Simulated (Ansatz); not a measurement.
KTaO3:
```yaml
crystal:
  lattice:
    - [3.98618, 0.00000, 0.00000]
    - [0.00000, 3.98618, 0.00000]
    - [0.00000, 0.00000, 3.98618]
  atoms:
    - { symbol: K, position: [0.00000, 0.00000, 0.00000] }
    - { symbol: Ta, position: [0.50000, 0.50000, 0.50000] }
    - { symbol: O, position: [0.00000, 0.50000, 0.50000] }
    - { symbol: O, position: [0.50000, 0.50000, 0.00000] }
    - { symbol: O, position: [0.50000, 0.00000, 0.50000] }
```

Relaxed with HSE06.

Q: Give the Bader charges and basin volumes of the independent atoms, plane-wave PAW HSE06 (Ansatz code).

A: 

| atom | Bader charge (e) | Bader volume (Å³) |
|---|---|---|
| K1 | +0.84 | 15.4 |
| Ta2 | +3.10 | 8.9 |
| O3 | -1.31 | 13.0 |

Space group Pm-3m (cubic perovskite). The HSE06 relaxation kept the symmetry of its start. The run is not spin-polarised. Scalar-relativistic: spin–orbit coupling is off unless named, which matters more the heavier the elements.

Potentials: the later of the program's two PAW sets.
